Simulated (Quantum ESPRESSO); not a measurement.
# Strain and stress in InAlGa2P4

These are calculations, not measurements. They come from pw.x of Quantum ESPRESSO 7.5, a plane-wave density functional program, with PseudoDojo standard norm-conserving files (v0.5 for PBE, v0.4.1 for LDA and PBEsol). The cells are made up: elements, strain and atom displacements were drawn at random, and nothing was relaxed. There is no spin polarisation, spin-orbit coupling or dispersion term.

The cell has 8 sites of a zincblende or diamond lattice. Sites 1 to 4 hold In Al Ga Ga; sites 5 to 8 hold P P P P. Cell vectors in Å: (5.639, 0.029, 0.014); (0.029, 5.549, 0.034); (0.014, 0.034, 5.688). Settings: PBE, cutoff 1088 eV, 4 x 4 x 4 k mesh shifted by half a step, Fermi-Dirac smearing of 0.025 eV.

Each run adds a shear xy (given as the tensor component) to one cell, with the atoms carried along; the vectors above are those of run 4. Stress is positive in tension and P is minus a third of its trace. E is the free energy for each atom above the lowest run shown.

| run | strain (%) | s_xx (GPa) | s_yy (GPa) | s_zz (GPa) | s_xy (GPa) | P (GPa) | E (meV/atom) |
| --- | --- | --- | --- | --- | --- | --- | --- |
| 1 | -1.93 | -0.78 | -1.81 | -0.21 | -4.11 | 0.93 | 15.28 |
| 3 | -1.01 | -0.54 | -1.61 | -0.02 | -2.69 | 0.72 | 6.54 |
| 4 | 0.30 | -0.33 | -1.46 | 0.13 | -0.68 | 0.55 | 0.45 |
| 5 | 0.64 | -0.31 | -1.44 | 0.16 | -0.16 | 0.53 | 0.00 |
| 6 | 1.14 | -0.29 | -1.44 | 0.18 | 0.61 | 0.52 | 0.37 |
| 7 | 1.63 | -0.29 | -1.46 | 0.18 | 1.36 | 0.52 | 1.71 |
| 2 | -1.66 | ? | ? | ? | ? | ? | ? |

A rerun of one of these cells at 1377 eV and k mesh 6 x 6 x 6 moved values by no more than 0.008 eV in the cell's energy, 0.02 GPa in stress and 0.002 eV/Å in force.

## Worked fit

A parabola through the six runs shown gives s_xy = -1.14 + 1.54 e - 0.001 e² GPa, with e in per cent and a scatter of 0.01 GPa. The slope is a stiffness of 154 ± 1 GPa for each unit of this strain at e = 0, twice a shear constant under the stress shown, since the tensor component is half the shear angle. The atoms are clamped, and relaxing them would in general lower it. The error is the larger of the fit's own and the change that a cubic makes, rounded up.

## Withheld run

Question: what s_xy should run 2 give?

The fit gives -3.70 GPa. The calculation gave -3.70 GPa.

```
run  strain (%)  s_xx (GPa)  s_yy (GPa)  s_zz (GPa)  s_xy (GPa)  P (GPa)  E (meV/atom)
  2       -1.66       -0.70       -1.74       -0.15       -3.70     0.86         12.36
```